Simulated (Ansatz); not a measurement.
This Ga₃As₂P structure is the end of a relaxation. The cell was found from a structure generator's guess, not taken from experiment.

Method: DFT PBE, scalar-relativistic, plane waves, PAW (Ansatz 0.2.0). Cutoff 420 eV, Γ-centred mesh, Gaussian smearing, no spin polarisation.

```
Ga P As
1.0
     3.99198    0.00000    0.00000
    -1.99599    3.45716    0.00000
     0.00000    0.00000   19.75186
Ga P As
6 2 4
Direct
  0.66667 0.33333 0.16671
  0.66667 0.33333 0.49672
  0.66667 0.33333 0.83668
  0.33333 0.66667 0.99672
  0.33333 0.66667 0.33668
  0.33333 0.66667 0.66671
  0.66667 0.33333 0.95812
  0.33333 0.66667 0.45812
  0.66667 0.33333 0.29273
  0.66667 0.33333 0.62304
  0.33333 0.66667 0.12304
  0.33333 0.66667 0.79273
```

The zero of energy is the elements' standard structures at the same level; no fitted shifts are applied. The references include black phosphorus.

(1) What space group does it have?

(2) How far does it lie from the elements in energy?

(3) Is it a metal?

Answers

(1) P6_3mc (No. 186), with P and As ordered on wurtzite sites. Conventional cell: a = 3.992 Å, c = 19.752 Å. Ga on its first site is surrounded by 4 As at 2.46–2.49 Å; Ga on its second site has 3 P at 2.43 Å and 1 As at 2.49 Å; around P lie 4 Ga at 2.40–2.43 Å; around As on its first site lie 4 Ga at 2.46–2.49 Å; 2 more sites not described.

(2) −0.359 eV/atom.

(3) No, the gap on the 12×12×2 mesh is 0.53 eV.

The last run used a 12×12×2 mesh (in the run's order of axes) for its 12-atom cell and Gaussian smearing of 0.02 eV. Kohn–Sham gaps at this level usually fall short of measured ones. The reference forms of As and P are held partly by dispersion forces, which this level lacks. A structure relaxed within its symmetry needn't be a true minimum. Another cell of Ga3As2P relaxed alike, in I-4m2, lies 13 meV/atom lower, so this cell isn't the stable form at this level.
